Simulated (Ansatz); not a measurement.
# Is this Li4ZrN2 structure a true minimum?

It was reached by relaxing an invented guess, and it needn't be the stable form of this composition.

Method: DFT PBE, scalar-relativistic, plane waves, PAW (Ansatz). Settings: cutoff 420 eV, Γ-centred mesh 10×10×8 on the computed 7-atom cell, Gaussian smearing of 0.01 eV; no spin polarisation.

The cell below (7 atoms, space group Cm (No. 8)) is relaxed within its symmetry.

```yaml
crystal:
  lattice:
    - [5.68258, -1.80793, 0.00100]
    - [5.68258, 1.80793, 0.00100]
    - [-1.94470, 0.00000, 4.63235]
  atoms:
    - { symbol: Li, position: [0.13041, 0.13041, 0.12145] }
    - { symbol: Li, position: [0.03224, 0.03224, 0.48562] }
    - { symbol: Li, position: [0.47121, 0.47121, 0.87811] }
    - { symbol: Li, position: [0.37380, 0.37380, 0.23890] }
    - { symbol: Zr, position: [0.77516, 0.77516, 0.70262] }
    - { symbol: N, position: [0.93340, 0.93340, 0.06317] }
    - { symbol: N, position: [0.28378, 0.28378, 0.51014] }
```

For the test it was strained at random (σ = 1.5 % a component), the atoms were moved at random (σ = 0.05 Å), and all was relaxed again on a coarse 6×6×6 mesh (in the run’s order of axes) with 0.20 eV smearing, with no symmetry imposed.

Question: Does it come back?

Answer: It returns, within 1 meV/atom of the unmoved cell on that mesh and with the same symmetry when read at 0.1 Å. No instability shows in this cell; modes of other wave vectors, which need another repeat, aren't tested.
